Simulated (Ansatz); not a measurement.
TaB3Mo2: rattling a relaxed structure

The structure comes from a generated guess, relaxed at this level; another structure or a mixture of phases may lie lower.

Level of theory: DFT PBE, scalar-relativistic, plane waves, PAW (Ansatz 0.2.0). Cutoff 420 eV; k points 12×12×6 on the computed 6-atom cell (Γ-centred); Gaussian smearing, width 0.10 eV; no spin polarisation.

The cell below (6 atoms, space group P-3m1 (No. 164)) is relaxed within its symmetry.

```
Ta B Mo
1.0
     3.18108    0.00000    0.00000
    -1.59054    2.75490    0.00000
     0.00000    0.00000    7.81747
Ta B Mo
1 3 2
Direct
  0.00000 0.00000 0.00000
  0.66667 0.33333 0.17324
  0.33333 0.66667 0.82676
  0.00000 0.00000 0.50000
  0.66667 0.33333 0.66416
  0.33333 0.66667 0.33584
```

For the test a repeat of it with 12 atoms (edges 3.18, 5.51, 7.82 Å) was strained at random (σ = 1.5 % a component), the atoms were moved at random (σ = 0.05 Å), and all was relaxed again on a coarse 6×4×4 mesh (in the run’s order of axes) with 0.20 eV smearing, with no symmetry imposed.

Spin–orbit coupling, which can matter for Ta, is left out.

Question: Does it come back?

Answer: It returns, within 1 meV/atom of the unmoved cell on that mesh and with the same symmetry when read at 0.1 Å (C2/m at 0.01 Å, so small strains and shifts remain). So it is stable against the distortions that fit this cell and that this random move excites. Modes that don't fit the cell aren't tested.
